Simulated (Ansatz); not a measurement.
## Two-dimensional strain map in SiW3

Theory: Ansatz 0.2.0, DFT PBE, scalar-relativistic, plane waves, PAW. Cutoff 420 eV, Γ-centred 14×14×14 k-points, Gaussian smearing of 0.15 eV. Spin–orbit coupling is left out, which can shift energies with elements as heavy as these. No spin polarisation. Energies are free energies at this smearing, counted from the undisturbed cell; pressure is positive in compression.

Zero of the scan (relaxed at this level; it needn't be the usual structure):

```
Si W
1.0
    -2.60377    2.60377    2.60377
     2.60377   -2.60377    2.60377
     2.60377    2.60377   -2.60377
Si W
1 3
Direct
  0.00000 0.00000 0.00000
  0.50000 0.50000 0.00000
  0.50000 0.00000 0.50000
  0.00000 0.50000 0.50000
```

The cell is strained by p along both x and y and by q along z, fractional coordinates fixed. Points are written (p, q).

Energy above the undisturbed cell in meV/atom (a dash: not computed):

```csv
p \ q,-0.050,-0.025,0.000,0.025,0.050
-0.050,277.8,199.9,160.5,151.1,164.8
-0.025,128.3,64.0,36.6,38.1,61.7
0.000,65.8,15.0,0.0,12.5,46.0
0.025,70.5,–,30.3,–,97.6
0.050,126.7,101.9,111.3,146.1,199.9
```

Pressure in GPa:

| p \ q | -0.050 | -0.025 | 0.000 | 0.025 | 0.050 |
| --- | --- | --- | --- | --- | --- |
| -0.050 | 40.3 | 32.1 | 25.4 | 20.0 | 15.6 |
| -0.025 | 24.3 | 16.9 | 11.0 | 6.2 | 2.4 |
| 0.000 | 12.0 | 5.3 | 0.0 | -4.2 | -7.5 |
| 0.025 | 2.6 | – | -8.2 | – | -14.9 |
| 0.050 | -4.5 | -10.0 | -14.3 | -17.6 | -20.2 |